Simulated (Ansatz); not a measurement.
VSi2:
```cif
data_Si6V3
_chemical_formula_sum 'V3 Si6'
_space_group_name_H-M_alt 'P 1'
_space_group_IT_number 1
_cell_length_a 4.52222
_cell_length_b 4.52222
_cell_length_c 6.32164
_cell_angle_alpha 90.000
_cell_angle_beta 90.000
_cell_angle_gamma 120.000
loop_
_space_group_symop_operation_xyz
  'x, y, z'
loop_
_atom_site_label
_atom_site_type_symbol
_atom_site_fract_x
_atom_site_fract_y
_atom_site_fract_z
_atom_site_occupancy
V1 V 0.00000 0.50000 0.16667 1
V2 V 0.50000 0.00000 0.50000 1
V3 V 0.50000 0.50000 0.83333 1
Si1 Si 0.83688 0.67377 0.50000 1
Si2 Si 0.16312 0.83688 0.83333 1
Si3 Si 0.32623 0.16312 0.16667 1
Si4 Si 0.16312 0.32623 0.50000 1
Si5 Si 0.83688 0.16312 0.83333 1
Si6 Si 0.67377 0.83688 0.16667 1
```

Relaxed with PBEsol.

Q: Which orbitals make up the states near the Fermi level in the program Ansatz at the PBEsol level (PAW)?

A: Within 0.5 eV of the Fermi level: V 3d 82 %, Si 3p 11 %. Projections are on Löwdin-orthogonalised atomic valence shells; empty p or d shells of many metals are not among them.

Q: Tabulate the density of states.

A: States/eV per cell of 9 atoms, in 0.25 eV bins, energy from the Fermi level.

```tsv
E (eV)	total	V 3d	Si 3p	Si 3s
-7.85	1.94	0.21	0.85	0.80
-7.60	2.15	0.25	0.89	0.91
-7.35	2.05	0.27	0.76	0.91
-7.10	2.81	0.35	1.05	1.25
-6.85	2.47	0.31	1.00	1.03
-6.60	1.87	0.27	0.80	0.69
-6.35	1.71	0.26	0.86	0.50
-6.10	1.76	0.24	1.06	0.35
-5.85	2.20	0.29	1.49	0.28
-5.60	3.57	0.49	2.52	0.37
-5.35	2.83	0.46	1.86	0.36
-5.10	3.87	0.65	2.52	0.51
-4.85	3.08	0.58	1.93	0.41
-4.60	2.46	0.44	1.57	0.29
-4.35	3.27	0.68	2.05	0.36
-4.10	3.53	0.78	2.17	0.39
-3.85	2.20	0.48	1.29	0.29
-3.60	2.78	0.66	1.55	0.37
-3.35	3.29	0.88	1.71	0.48
-3.10	3.94	1.20	1.90	0.58
-2.85	4.90	1.52	2.55	0.54
-2.60	5.99	2.28	2.87	0.51
-2.35	7.19	2.93	3.43	0.44
-2.10	7.76	3.52	3.53	0.33
-1.85	12.05	6.61	4.55	0.33
-1.60	9.53	6.00	2.90	0.25
-1.35	5.46	3.54	1.50	0.20
-1.10	4.60	3.11	1.11	0.18
-0.85	4.31	3.13	0.85	0.14
-0.60	2.84	2.15	0.49	0.08
-0.35	2.66	2.10	0.38	0.07
-0.10	4.50	3.64	0.57	0.08
0.15	5.10	4.22	0.56	0.08
0.40	3.44	2.96	0.24	0.05
0.65	2.70	2.35	0.17	0.05
0.90	0.08	0.06	0.01	0.00
1.15	0.68	0.52	0.12	0.01
1.40	7.63	6.00	0.97	0.41
1.65	8.00	5.99	1.32	0.44
1.90	7.00	4.83	1.33	0.52
2.15	9.10	6.07	1.60	0.97
2.40	8.25	4.98	1.63	0.98
2.65	6.70	3.54	1.40	0.99
2.90	4.11	1.86	1.02	0.43
3.15	7.57	3.08	1.78	1.26
3.40	7.76	2.81	2.08	1.43
3.65	6.40	2.15	2.01	1.03
3.90	5.74	1.69	2.06	0.91
4.15	6.09	1.63	2.29	0.92
4.40	4.50	1.10	1.78	0.52
```

Space group P6_222. The PBEsol relaxation kept the symmetry of its start; of distortions, only those at the zone centre were tested. The run is not spin-polarised.

Potentials: the later of the program's two PAW sets.
